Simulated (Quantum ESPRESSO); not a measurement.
AlInSn2RuNb3, input and log of a self-consistent run

A calculation, not a measurement. The program is pw.x of Quantum ESPRESSO 7.5 (plane-wave density functional theory). The cell is made up: eight metal atoms on a hexagonal close-packed lattice, with elements, volume, strain and displacements drawn at random and not relaxed, so it may be unstable or far from any real phase. PseudoDojo standard norm-conserving files set the functional (PBE unless stated); there is no spin polarisation or spin-orbit coupling, the Fermi-Dirac width of 0.25 eV means electrons at about 2900 K, and the masses in the input are unused placeholders. The tin pseudopotential is less sure than most, with forces differing by about three percent from a second method on plain tin. A spin test at this wide smearing found no moment, but such smearing suppresses magnetism that the real alloy may have.

Input:

```
&control calculation='scf', pseudo_dir='./dojo.nc.sr.pbe.v0_5.standard.upf', outdir='./o', disk_io='minimal', tprnfor=.true., tstress=.true. /
&system ibrav=0, nat=8, ntyp=5, nbnd=63, ecutwfc=84.00895049, nosym=.true., tot_charge=0,
 occupations='smearing', smearing='fd', degauss=0.0183746611
/
&electrons conv_thr=1.470e-08, electron_maxstep=70, mixing_beta=0.5 /
ATOMIC_SPECIES
Al 1.0 Al.upf
In 1.0 In.upf
Nb 1.0 Nb.upf
Ru 1.0 Ru.upf
Sn 1.0 Sn.upf
CELL_PARAMETERS angstrom
3.0457 0.0 0.0
1.5229 -2.6377 -5.0396
1.5229 7.9131 -5.0396
ATOMIC_POSITIONS angstrom
Al 0.0284 -0.0189 0.0003
In 1.5245 2.6229 -4.9984
Sn 1.5517 -0.8411 -2.4648
Ru 3.0032 1.7281 -7.5286
Nb 3.0694 5.2589 -5.0055
Sn 3.0573 0.0262 -5.0363
Nb 3.0123 1.7802 -2.543
Nb 4.6036 4.4334 -7.6123
K_POINTS automatic
8 4 3 1 1 1
```

The log is shortened where brackets say so; the opening notice, blank lines, dates and the lines on written files are dropped, and the path of the files is cut. It prints rydbergs, bohrs and kilobars, and counts compression as positive stress. Its total energy is the free energy E - TS of the whole cell.

```
     Program PWSCF v.7.5
     Parallel version (MPI & OpenMP), running on       4 processor cores
     Number of MPI processes:                 4
     Threads/MPI process:                     1
     [start-up lines left out]
     bravais-lattice index     =            0
     lattice parameter (alat)  =       5.7555  a.u.
     unit-cell volume          =    1092.8616 (a.u.)^3
     number of atoms/cell      =            8
     number of atomic types    =            5
     number of electrons       =        99.00
     number of Kohn-Sham states=           63
     kinetic-energy cutoff     =      84.0090  Ry
     charge density cutoff     =     336.0358  Ry
     scf convergence threshold =      1.5E-08
     mixing beta               =       0.5000
     number of iterations used =            8  plain     mixing
     Exchange-correlation= PBE
                           (   1   4   3   4   0   0   0)
     [axes and pseudopotential details left out]
   Cartesian axes
     site n.     atom                  positions (alat units)
         1        Al     tau(   1) = (   0.0093246  -0.0062055   0.0000985  )
         2        In     tau(   2) = (   0.5005417   0.8611813  -1.6411334  )
         3        Sn     tau(   3) = (   0.5094724  -0.2761598  -0.8092721  )
         4        Ru     tau(   4) = (   0.9860459   0.5673901  -2.4718784  )
         5        Nb     tau(   5) = (   1.0077815   1.7266638  -1.6434646  )
         6        Sn     tau(   6) = (   1.0038086   0.0086023  -1.6535772  )
         7        Nb     tau(   7) = (   0.9890337   0.5844962  -0.8349476  )
         8        Nb     tau(   8) = (   1.5115080   1.4556260  -2.4993598  )
     number of k points=    48  Fermi-Dirac smearing, width (Ry)=  0.0184
                       cart. coord. in units 2pi/alat
        k(    1) = (   0.0625000   0.0120279  -0.0629529), wk =   0.0416667
        k(    2) = (   0.0625000  -0.1804188   0.0377727), wk =   0.0416667
     [further k points left out]
     Dense  grid:   113729 G-vectors     FFT dimensions: (  36,  72, 108)
     Estimated max dynamical RAM per process >     352.06 MB
     Estimated total dynamical RAM >       1.29 GB
     Initial potential from superposition of free atoms
     starting charge      98.9828, renormalised to      99.0000
     Starting wfcs are   71 randomized atomic wfcs
     total cpu time spent up to now is        5.6 secs
     per-process dynamical memory:   276.6 Mb
     Self-consistent Calculation
     iteration #  1     ecut=    84.01 Ry     beta= 0.50
     Davidson diagonalization with overlap
     ethr =  1.00E-02,  avg # of iterations =  2.9
     Threshold (ethr) on eigenvalues was too large:
     Diagonalizing with lowered threshold
     Davidson diagonalization with overlap
     ethr =  5.98E-04,  avg # of iterations =  2.6
     total cpu time spent up to now is       26.3 secs
     total energy              =   -1028.40420096 Ry
     estimated scf accuracy    <       0.65082721 Ry
     iteration #  2     ecut=    84.01 Ry     beta= 0.50
     Davidson diagonalization with overlap
     ethr =  6.57E-04,  avg # of iterations =  2.9
     total cpu time spent up to now is       38.2 secs
     total energy              =   -1027.77848294 Ry
     estimated scf accuracy    <       8.94310688 Ry
     iteration #  3     ecut=    84.01 Ry     beta= 0.50
     Davidson diagonalization with overlap
     ethr =  6.57E-04,  avg # of iterations =  2.7
     total cpu time spent up to now is       48.9 secs
     total energy              =   -1028.40571036 Ry
     estimated scf accuracy    <       2.69853698 Ry
     iteration #  4     ecut=    84.01 Ry     beta= 0.50
     Davidson diagonalization with overlap
     ethr =  6.57E-04,  avg # of iterations =  2.1
     total cpu time spent up to now is       59.0 secs
     total energy              =   -1028.49420095 Ry
     estimated scf accuracy    <       0.81707399 Ry
     iteration #  5     ecut=    84.01 Ry     beta= 0.50
     Davidson diagonalization with overlap
     ethr =  6.57E-04,  avg # of iterations =  1.8
     total cpu time spent up to now is       68.9 secs
     total energy              =   -1028.48878840 Ry
     estimated scf accuracy    <       1.93959600 Ry
     [iterations 6 to 12 left out]
     iteration # 13     ecut=    84.01 Ry     beta= 0.50
     Davidson diagonalization with overlap
     ethr =  1.69E-09,  avg # of iterations =  2.0
     total cpu time spent up to now is      150.8 secs
     total energy              =   -1028.58108454 Ry
     estimated scf accuracy    <       0.00000006 Ry
     iteration # 14     ecut=    84.01 Ry     beta= 0.50
     Davidson diagonalization with overlap
     ethr =  6.40E-11,  avg # of iterations =  4.2
     total cpu time spent up to now is      162.5 secs
     total energy              =   -1028.58108453 Ry
     estimated scf accuracy    <       0.00000009 Ry
     iteration # 15     ecut=    84.01 Ry     beta= 0.50
     Davidson diagonalization with overlap
     ethr =  6.40E-11,  avg # of iterations =  2.8
     total cpu time spent up to now is      172.7 secs
     total energy              =   -1028.58108452 Ry
     estimated scf accuracy    <       0.00000079 Ry
     iteration # 16     ecut=    84.01 Ry     beta= 0.50
     Davidson diagonalization with overlap
     ethr =  6.40E-11,  avg # of iterations =  2.0
     total cpu time spent up to now is      182.3 secs
     total energy              =   -1028.58108455 Ry
     estimated scf accuracy    <       0.00000003 Ry
     iteration # 17     ecut=    84.01 Ry     beta= 0.50
     Davidson diagonalization with overlap
     ethr =  3.28E-11,  avg # of iterations =  1.9
     total cpu time spent up to now is      193.9 secs
     End of self-consistent calculation
     [lines on levels left out]
!    total energy              =   -1028.58108455 Ry
     estimated scf accuracy    <          1.7E-09 Ry
     smearing contrib. (-TS)   =      -0.11283504 Ry
     internal energy E=F+TS    =   -1028.46824952 Ry
     The total energy is F=E-TS. E is the sum of the following terms:
     one-electron contribution =    -302.72055947 Ry
     hartree contribution      =     212.53662855 Ry
     xc contribution           =    -242.66861126 Ry
     ewald contribution        =    -695.61570733 Ry
     convergence has been achieved in  17 iterations
     Forces acting on atoms (cartesian axes, Ry/au):
     atom    1 type  1   force =    -0.00092118   -0.02551157    0.01208892
     atom    2 type  2   force =    -0.00064285    0.04645387   -0.02622998
     atom    3 type  5   force =    -0.00196232   -0.01189143    0.03962778
     atom    4 type  4   force =     0.00039406    0.01585268   -0.01523209
     atom    5 type  3   force =    -0.00160811    0.01590746    0.03700937
     atom    6 type  5   force =    -0.00200489   -0.01032101   -0.05984632
     atom    7 type  3   force =     0.00570412    0.00523602    0.01714613
     atom    8 type  3   force =     0.00104118   -0.03572602   -0.00456382
     Total force =     0.113194     Total SCF correction =     0.000172
     Computing stress (Cartesian axis) and pressure
          total   stress  (Ry/bohr**3)                   (kbar)     P=      -67.16
  -0.00018154  -0.00000427  -0.00000157          -26.71       -0.63       -0.23
  -0.00000427  -0.00054883  -0.00006763           -0.63      -80.74       -9.95
  -0.00000157  -0.00006763  -0.00063934           -0.23       -9.95      -94.05
     init_run     :      5.12s CPU      5.32s WALL (       1 calls)
     electrons    :    187.41s CPU    188.41s WALL (       1 calls)
     forces       :      2.03s CPU      2.05s WALL (       1 calls)
     stress       :      5.88s CPU      5.89s WALL (       1 calls)
     [timing details left out]
     PWSCF        :   3m20.78s CPU   3m22.02s WALL
     JOB DONE.
```

In other units: free energy -13994.559 eV for the cell, pressure -6.72 GPa, largest force component 1.539 eV/Å in size. The run took 204 s of wall time with four MPI processes on a shared machine (Intel Xeon, 2023 or later, virtual cores), so the time is rough. A rerun of this cell at a higher cutoff and on a denser mesh moved values by no more than 0.002 eV in energy, 0.03 GPa in stress and 0.010 eV/Å in force, and a second program with other atomic files agreed on that cell to 2 % rms in force and 0.5 GPa in pressure.